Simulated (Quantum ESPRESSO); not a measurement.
Kohn-Sham bands of VSi2 (P6₂22)

```
VSi2
1.0
    4.53480     0.00000     0.00000
   -2.26740     3.92725     0.00000
    0.00000     0.00000     6.31890
V Si
3 6
Cartesian
 -1.13370   1.96363   1.05315
  2.26740   0.00000   3.15945
  1.13370   1.96363  -1.05315
  0.00000  -1.27632   3.15945
  1.10532  -0.63816  -1.05315
  1.10532   0.63816   1.05315
  0.00000   1.27632   3.15945
 -1.10532   0.63816  -1.05315
 -1.10532  -0.63816   1.05315
```

Materials Project entry mp-10711; symmetrised, unrelaxed at this level. Not found in the COD (Crystallography Open Database) copy used, which has the formula in other groups; not checked further. Level: PBEsol, no spin polarisation, no spin-orbit coupling; pw.x of Quantum ESPRESSO at 68 Ry with PseudoDojo potentials, 4×4×4 k-points, Wannier90. Density: 12×12×6 mesh, cold smearing 0.01 Ry. A non-magnetic state is assumed; magnetic ones were not tried.

### Question
List the Kohn-Sham levels between −8 and 3.0 eV relative to the Fermi level at the high-symmetry points, as a band run of pw.x on that density gives them (levels within 2 meV counted together).

### Answer
```csv
point,k (reciprocal lattice),levels (eV)
Γ,0.000 0.000 0.000,"-6.19, -5.33 (×2), -5.26 (×2), -3.77, -3.49 (×2), -3.19, -2.25, -2.20 (×2), -2.17 (×2), -1.86 (×2), -1.75, 0.35, 2.15, 2.48 (×2), 2.53, 2.86 (×2)"
M,0.500 0.000 0.000,"-7.01, -5.78, -5.16, -3.91, -3.73, -3.63, -3.61, -2.17, -1.70, -1.64, -1.44, -0.74, -0.61, -0.14, 0.04, 0.42, 1.06, 1.43, 1.50, 2.30, 2.43, 2.53"
K,0.333 0.333 0.000,"-6.71, -6.71, -5.79 (×2), -3.03, -2.37 (×2), -1.53, -1.41 (×2), -1.35 (×2), -1.21, 0.15 (×2), 0.29, 1.39, 1.58 (×2), 2.30, 2.50 (×2)"
A,0.000 0.000 0.500,"-7.42, -6.42, -5.64, -5.56 (×2), -4.44 (×2), -4.36, -4.23 (×2), -2.15, -2.13, -2.00 (×2), -1.92 (×2), -1.64, 0.55 (×2), 2.15, 2.52, 2.56, 2.61 (×2), 2.68 (×2)"
L,0.500 0.000 0.500,"-7.09, -6.09, -5.78, -5.34, -4.74, -3.54, -3.25, -2.87, -1.74, -1.71, -1.65, -1.48, -1.45, -1.30, -0.48, -0.07, 0.84, 1.30, 1.77, 1.82, 2.07, 2.14, 2.80"
H,0.333 0.333 0.500,"-7.56, -4.89, -4.33 (×2), -3.64, -2.69 (×2), -2.19 (×2), -2.11, -2.03, -0.47 (×2), -0.11 (×2), 0.53, 1.33, 1.85 (×2), 2.23, 2.32 (×2), 2.85 (×2)"
```
